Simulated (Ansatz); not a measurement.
Here is the system:

W₃N₄ (space group Pm-3m)

```
W3N4
1.0
    8.31168     0.00000     0.00000
    4.15584     4.15584     0.00000
    4.15584     0.00000     4.15584
N W
8 6
Cartesian
 10.38960   2.07792   2.07792
  6.23376   2.07792   2.07792
  2.07792   0.00000   0.00000
  6.23376   0.00000   0.00000
  8.31168   2.07792   0.00000
  4.15584   2.07792   0.00000
  8.31168   0.00000   2.07792
  4.15584   0.00000   2.07792
 10.38960   2.07792   0.00000
  6.23376   2.07792   0.00000
  8.31168   2.07792   2.07792
 12.46751   2.07792   2.07792
 10.38960   0.00000   2.07792
  6.23376   0.00000   2.07792
```

The atoms are displaced by Q × the pattern below (from a DFPT mode at R = (0.5, 0.5, 0.5), largest move 1; Q in Å), at fixed cell. It is one choice among 3 degenerate patterns. (q is in reciprocal vectors of the primitive cell; the cell shown is doubled to hold the pattern.)

```
atom      x       y       z
----  -----  ------  ------
W9    0.000   1.000   0.000
W10   0.000  -1.000   0.000
W13   0.000   0.000  -1.000
W14   0.000   0.000   1.000
```

Atoms not listed stay in place.

Method: LDA (plane waves to 420 eV, PAW, scalar-relativistic; Ansatz, a quantum-chemistry and plane-wave program). k mesh 11×11×11 (Γ-centred), Fermi-Dirac smearing 0.05 eV. E stands for the smeared free energy. With partly filled bands, energies and forces of such displacements shift with the k mesh and the smearing. Spin-orbit coupling is left out, though W is heavy. W3N4 is run without spin polarisation. W3N4 was relaxed with its symmetry unable to fall. The zero of ΔE is the undisplaced structure.

The scan covers Q from -0.100 to 0.100 Å in 13 points.

Task: Which space group does the distorted structure have?

Result: I4/mcm (No. 140), lowered from Pm-3m.

Task: What is the energy change at Q = 0.100 Å?

Result: 82 meV/cell.

Task: What harmonic wavenumber does the curvature at Q = 0 give?

Result: 71 cm⁻¹.

(A displaced cell: forces are minus the slopes of the energy, force constants its curvatures, and phonons follow from these.)
